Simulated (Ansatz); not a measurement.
Na₂MnCl₄, several self-consistent solutions

```yaml
crystal:
  lattice:
    - [6.93000, 0.00000, 0.00000]
    - [0.00000, 11.86000, 0.00000]
    - [0.00000, 0.00000, 3.86000]
  atoms:
    - { symbol: Na, position: [0.41860, 0.18180, 0.50000] }
    - { symbol: Na, position: [0.58140, 0.81820, 0.50000] }
    - { symbol: Na, position: [0.91860, 0.31820, 0.50000] }
    - { symbol: Na, position: [0.08140, 0.68180, 0.50000] }
    - { symbol: Mn, position: [0.00000, 0.00000, 0.00000] }
    - { symbol: Mn, position: [0.50000, 0.50000, 0.00000] }
    - { symbol: Cl, position: [0.12150, 0.19520, 0.00000] }
    - { symbol: Cl, position: [0.87850, 0.80480, 0.00000] }
    - { symbol: Cl, position: [0.62150, 0.30480, 0.00000] }
    - { symbol: Cl, position: [0.37850, 0.69520, 0.00000] }
    - { symbol: Cl, position: [0.23990, 0.95510, 0.50000] }
    - { symbol: Cl, position: [0.76010, 0.04490, 0.50000] }
    - { symbol: Cl, position: [0.73990, 0.54490, 0.50000] }
    - { symbol: Cl, position: [0.26010, 0.45510, 0.50000] }
```

Computed with plane-wave PAW DFT (Ansatz 0.2.0): r2SCAN with U_eff = 2.7 eV on Mn d (all-electron-ortho-atomic projectors), 500 eV cutoff, 4×2×6 Γ-centred mesh, fermi-dirac occupations of width 0.050 eV. The atoms are fixed and numbered as listed; spin is collinear, without spin-orbit coupling.

The cycle has several fixed points for this cell. Moments (μB):

```tsv
state	Mn5	Mn6	other atoms together	size of the net moment a cell
A	4.48	-4.48	0.00	0.00
B	4.48	4.48	0.26	10.00
C	0.00	0.00	0.00	0.00
```

Site moments are taken in small spheres that don't touch (radius about 0.4 of the atom's shortest bond), so those of the magnetic atoms read low, and they needn't add up to the net moment. State C was run without spin polarisation.

What is the order in energy at zero smearing?

State A (antiparallel, compensated) comes first by a margin too small to trust; B (parallel moments) is level with it, C (without moments) lies 714 meV above it, all counted an atom of the cell. The two lowest differ by only 0.2 meV for each atom with a column above, which mesh or functional could overturn.

Which states have a gap on the mesh, and what pressure does each exert on this cell?

A: gap 4.77 eV, 0.4 GPa; B: gap 4.49 eV, 0.4 GPa; C: no gap, -3.7 GPa (positive in compression). Moments take up room: without them the pressure is lower, so that state wants a smaller cell.

How much does the cell gain by forming moments?

714 meV an atom of the cell, or 4996 meV for each Mn atom, against state C, which has none. A run without spin would miss this and give wrong energies and forces. That state isn't the paramagnet, which keeps its moments, so this is no ordering energy, and a U raises it further by its penalty on part-filled orbitals.

The cell is that of a Crystallography Open Database entry, unchanged.

Caveats: only orders that fit this cell and collinear spins were tried, so the true order may need a larger cell or canted moments; atoms and cell are not relaxed, and each state would relax in its own way; the U is a value in common use, not computed for this crystal; the k mesh is coarse, so differences of a few meV are uncertain where a state is a metal; one start a pattern, so a lower state of the same pattern may exist; the nearest magnetic pairs stand parallel in every state found, so their coupling isn't measured.
